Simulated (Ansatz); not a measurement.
## BN — B-11 nuclear quadrupole resonance

Cell: a computed structure from the Materials Project (it need not be an observed phase), whose atoms a relaxation with PBE at fixed cell left in place.

```
B N
1.0
     2.50164    0.00000    0.00000
    -1.25082    2.16648    0.00000
     0.00000    0.00000    7.36932
B N
2 2
Direct
  0.66667 0.33333 0.75000
  0.33333 0.66667 0.25000
  0.00000 0.00000 0.75000
  0.00000 0.00000 0.25000
```

Sites (sets of like atoms) are named by element and the number of their first atom in this list.

All values are calculated (Ansatz; DFT, PBE, plane waves and PAW, scalar-relativistic, 420 eV cutoff, Γ-centred 14×14×4 k-points, Fermi–Dirac smearing 0.02 eV), not measured.

B-11: I = 3/2, Q = 40.59 mb (year-2017 value). Static lattice, zero field.

Q: Predict the zero-field B-11 lines of each site.

A: For I = 3/2 there is one line, ν = (|C_Q|/2)(1 + η²/3)^½.

| site | atoms | V_zz (10²¹ V/m²) | C_Q (MHz) | η | line frequencies (MHz) |
| --- | --- | --- | --- | --- | --- |
| B | 1, 2 | 2.79 | 2.74 | 0.00 | 1.37 |

Q: And for ¹⁰B (I = 3, Q = 84.59 mb) on B?

A: C_Q scales with Q to 5.71 MHz, with lines at 0.286, 0.857, 1.43 MHz.

An axis of threefold or higher order runs through B, so V_zz lies along it and η is zero.
